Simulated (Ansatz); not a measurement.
One crystal and one scan (scan of one atom of the cell) at two levels, PBE (plane waves to 420 eV, PAW, scalar-relativistic; Ansatz, an electronic-structure program) and r2SCAN (plane waves to 500 eV, PAW, scalar-relativistic; Ansatz), each from its own relaxed cell and on its own mesh. The cell shown is that of PBE.

AlN (zinc blende)

```
CELL_PARAMETERS angstrom
      0.00000     2.20161     2.20161
      2.20161     0.00000     2.20161
      2.20161     2.20161     0.00000
ATOMIC_POSITIONS crystal
  N  0.75000 0.75000 0.75000
  Al 0.00000 0.00000 0.00000
```

Scan: atom 2 (Al, nearest neighbour N at 1.907 Å; its periodic images, 3.1 Å or more away, move with it) is displaced along Cartesian z, direction (0.000, 0.000, 1.000) in Cartesian axes, by s. The other atoms stay.

E stands for the smeared free energy. AlN was relaxed with its symmetry unable to fall. Both scans cover s from -0.380 to 0.380 Å.

ΔE (meV/cell), each from the undisplaced structure of its own level:

```csv
s (Å),PBE,r2SCAN
-0.380,916,1000
-0.304,602,658
-0.228,346,378
-0.152,156,170
-0.076,39,withheld
0.000,0,0
0.076,39,withheld
0.152,156,170
0.228,346,378
0.304,602,658
0.380,916,1000
```

**Question.** Estimate the r2SCAN value at -0.076 from the PBE value there and the ratio of the two levels in the two nearest given rows on that side of the minimum.

**Answer.** At -0.152 and -0.228 the ratio r2SCAN/PBE averages 1.091, which gives 1.091 × 39 = 43 meV/cell. The calculation gives 43 meV/cell, +10.3 % against PBE.

(For displaced atoms, the force is minus the slope of the energy, and its curvature is a force constant, which sets phonon frequencies.)
